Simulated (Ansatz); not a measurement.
## Profile along the Sb–Ga line in GaSb (zinc blende)

GaSb (zinc blende)

Space group F-43m (No. 216); a = 6.111 Å, b = 6.111 Å, c = 6.111 Å, α = 90.00°, β = 90.00°, γ = 90.00°

| atom | site | symmetry | x | y | z |
|---|---|---|---|---|---|
| Sb | 4d | -43m | 0.7500 | 0.7500 | 0.7500 |
| Ga | 4a | -43m | 0.0000 | 0.0000 | 0.0000 |
(The calculation used a cell of 2 atoms; values per cell refer to that cell.)

Fields along a shortest Sb–Ga line of a {110} plane (2.65 Å), from Sb to Ga, interpolated on the slice's grid (step about 0.2 Å). The numbers are results of PBEsol (plane waves to 420 eV, PAW, scalar-relativistic; Ansatz, a program for electronic structure), not measurements. k mesh 13×13×13. Near the nuclei the fields are pseudised (PAW); where an atom keeps semicore shells as valence, they peak there. At this level the bands of GaSb touch or barely overlap; measurements give the solid a gap. GaSb was relaxed with its symmetry unable to fall. Spin-orbit coupling is left out, though Sb is heavy.

```tsv
distance from Sb (Å)	valence electron density (e/Å³)	electron localisation function
0.00	21.92	x
0.13	20.81	x
0.27	15.25	x
0.40	9.19	x
0.53	4.71	0.07
0.66	2.25	0.18
0.80	1.18	0.30
0.93	0.76	0.38
1.06	0.57	0.49
1.19	0.47	0.63
1.32	0.42	0.70
1.46	0.40	0.63
1.59	0.43	0.47
1.72	0.52	0.34
1.86	0.73	0.27
1.99	1.34	0.20
2.12	3.41	0.10
2.25	9.86	x
2.38	24.17	x
2.52	42.99	x
2.65	52.43	x
```

x: too close to a nucleus for the ELF to mean much.

Density on the Sb–Ga line (2.65 Å) at its density minimum, 1.5 Å from Sb: 0.40 e/Å³. ELF at that point: 0.6. ELF maximum in the middle third of the Sb–Ga line: 0.70, 1.3 Å from Sb.
